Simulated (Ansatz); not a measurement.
Density of states of a ZnInCuAgPb cell (elements on a fcc lattice, relaxed), per eV and atom, broadened by Gaussian smearing of width 0.1 eV and averaged over bins of 0.3 eV, from 8 eV under the Fermi level at most up to where the solved bands end.

These are results of Ansatz, DFT PBE, scalar-relativistic, plane waves, PAW, not measurements.

Settings: cutoff 420 eV, Γ-centred mesh 4×5×5 on the computed 20-atom cell, Gaussian smearing of 0.10 eV; no spin polarisation.

```
Cu Zn Ag In Pb
1.0
    -7.67004    4.33060    1.79795
     7.28834    4.25146   -2.78476
    -2.04056   -3.45550   -5.59568
Cu Zn Ag In Pb
4 4 4 4 4
Direct
  0.57947 0.80720 0.31886
  0.00742 0.10977 0.07040
  0.84935 0.44769 0.33984
  0.72534 0.06042 0.12734
  0.52846 0.23960 0.74602
  0.73532 0.95821 0.73245
  0.27696 0.20230 0.44095
  0.90868 0.99576 0.37124
  0.10387 0.67571 0.73492
  0.10226 0.38038 0.47277
  0.73164 0.18082 0.52473
  0.66834 0.55780 0.10759
  0.44128 0.68948 0.86400
  0.11712 0.02708 0.74219
  0.32654 0.43870 0.17967
  0.01954 0.81405 0.08285
  0.93937 0.38816 0.97480
  0.29290 0.80217 0.42097
  0.68290 0.57688 0.59333
  0.46115 0.13253 0.13531
```

| E − E_F (eV) | total | Zn 3d | Cu 3d | Ag 4d | Pb 6p |
| --- | --- | --- | --- | --- | --- |
| -7.90 | 0.115 | 0.059 | 0.001 | 0.003 | 0.004 |
| -7.60 | 1.081 | 0.900 | 0.007 | 0.015 | 0.014 |
| -7.30 | 3.130 | 2.906 | 0.016 | 0.043 | 0.021 |
| -7.00 | 2.599 | 2.414 | 0.010 | 0.029 | 0.020 |
| -6.70 | 0.224 | 0.086 | 0.003 | 0.014 | 0.018 |
| -6.40 | 0.303 | 0.044 | 0.006 | 0.038 | 0.031 |
| -6.10 | 0.258 | 0.021 | 0.007 | 0.054 | 0.027 |
| -5.80 | 0.419 | 0.020 | 0.015 | 0.152 | 0.034 |
| -5.50 | 0.719 | 0.021 | 0.029 | 0.410 | 0.043 |
| -5.20 | 1.184 | 0.023 | 0.049 | 0.899 | 0.049 |
| -4.90 | 1.539 | 0.019 | 0.065 | 1.230 | 0.067 |
| -4.60 | 1.970 | 0.018 | 0.082 | 1.642 | 0.061 |
| -4.30 | 1.314 | 0.013 | 0.078 | 1.013 | 0.048 |
| -4.00 | 0.629 | 0.006 | 0.097 | 0.321 | 0.044 |
| -3.70 | 0.682 | 0.007 | 0.311 | 0.134 | 0.055 |
| -3.40 | 1.098 | 0.008 | 0.732 | 0.114 | 0.067 |
| -3.10 | 1.644 | 0.010 | 1.276 | 0.098 | 0.081 |
| -2.80 | 1.644 | 0.007 | 1.314 | 0.075 | 0.079 |
| -2.50 | 1.668 | 0.004 | 1.344 | 0.075 | 0.071 |
| -2.20 | 0.945 | 0.003 | 0.633 | 0.046 | 0.075 |
| -1.90 | 0.490 | 0.002 | 0.177 | 0.026 | 0.094 |
| -1.60 | 0.446 | 0.002 | 0.094 | 0.022 | 0.110 |
| -1.30 | 0.409 | 0.002 | 0.058 | 0.018 | 0.110 |
| -1.00 | 0.401 | 0.002 | 0.042 | 0.016 | 0.115 |
| -0.70 | 0.381 | 0.002 | 0.029 | 0.013 | 0.113 |
| -0.40 | 0.404 | 0.002 | 0.024 | 0.011 | 0.122 |
| -0.10 | 0.373 | 0.001 | 0.019 | 0.010 | 0.109 |
| 0.20 | 0.358 | 0.001 | 0.015 | 0.009 | 0.106 |
| 0.50 | 0.387 | 0.001 | 0.013 | 0.009 | 0.106 |
| 0.80 | 0.390 | 0.001 | 0.011 | 0.008 | 0.112 |
| 1.10 | 0.402 | 0.001 | 0.010 | 0.008 | 0.111 |
| 1.40 | 0.377 | 0.001 | 0.008 | 0.007 | 0.103 |

The columns after the total are the largest Löwdin projections on the valence shells of the potentials, so they needn't add up, and the weight of a shell that a potential lacks goes to other orbitals. The cell has no gap on the mesh.

Spin-orbit coupling is left out, which matters for the bands of heavy elements.

Cost: 2 runs of about 49 core-minutes in all (earlier runs that led there not counted), on Intel Xeon Platinum 8175M (Skylake/Cascade Lake) (shared hosts).